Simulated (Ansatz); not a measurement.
**Data sheet: WO$_{3}$ (DFT)**

WO₃:
```xyz
16
Lattice="7.5722 0.0000 0.0000 0.0000 7.5722 0.0000 0.0000 0.0000 3.8780" Properties=species:S:1:pos:R:3 pbc="T T T"
W      5.5433     1.7572     0.2124
W      1.7572     2.0289     3.6655
W      2.0289     5.8150     0.2124
W      5.8150     5.5433     3.6655
O      5.6369     1.8508     1.9806
O      1.8508     1.9353     1.8974
O      1.9353     5.7214     1.9806
O      5.7214     5.6369     1.8974
O      3.8288     5.6852     0.0159
O      5.6852     3.7435     3.8621
O      3.7435     1.8870     0.0159
O      1.8870     3.8288     3.8621
O      0.0426     5.6731     3.8621
O      1.8991     0.0426     0.0159
O      7.5296     1.8991     3.8621
O      5.6731     7.5296     0.0159
```

Space group P-42_1m (No. 113); conventional cell a = 7.5722 Å, b = 7.5722 Å, c = 3.8780 Å, α = 90.00°, β = 90.00°, γ = 90.00°.

Method: plane-wave PAW PBEsol (Ansatz code). Structure relaxed to zero pressure with the same functional. Other levels are named where they apply.

### Cell and energy

```
Property                                                      Result
-----------------------------------------------------  -------------
Volume per atom                                             13.90 Å³
Density                                                   6.93 g/cm³
Formation energy from the elements (no fitted shifts)  -2.16 eV/atom
```

### Electronic structure

```
Quantity                                                                         Result
------------------------------------------------  -------------------------------------
Band gap                                          1.17 eV (smallest direct gap 1.18 eV)
Valence-band maximum                                                               at Z
Conduction-band minimum                                                            at Γ
Electron effective mass                                               0.23 along x (mₑ)
Electron effective mass with spin–orbit coupling  0.24, 0.24, 4.6 mₑ (principal values)
HSE06 gap on the PBEsol cell                                                    2.38 eV
Gap with spin–orbit coupling                                                    1.10 eV
```

### Charges

```
Item                                Result
-------------  ---------------------------
Bader charges  W +3.03, O -1.02 to -0.99 e
```

The first step of the workflow began from a Materials Project structure, measured or hypothetical; the Crystallography Open Database copy checked does not list it. COD files the formula under space group No. 2, 14, 62, 129, 130, 191. Whether it is the stable phase at ambient conditions was not checked. The cell was relaxed with PBEsol under the symmetry of its start; whether a distortion lowers the energy is not shown. No spin polarisation was allowed. No Hubbard U is applied. The references are the lowest solids computed at this level, not always the standard phases (solids in place of the gases). Scalar-relativistic: spin–orbit coupling is off unless named, which matters more the heavier the elements.

Potentials: the later of the program's two PAW sets.
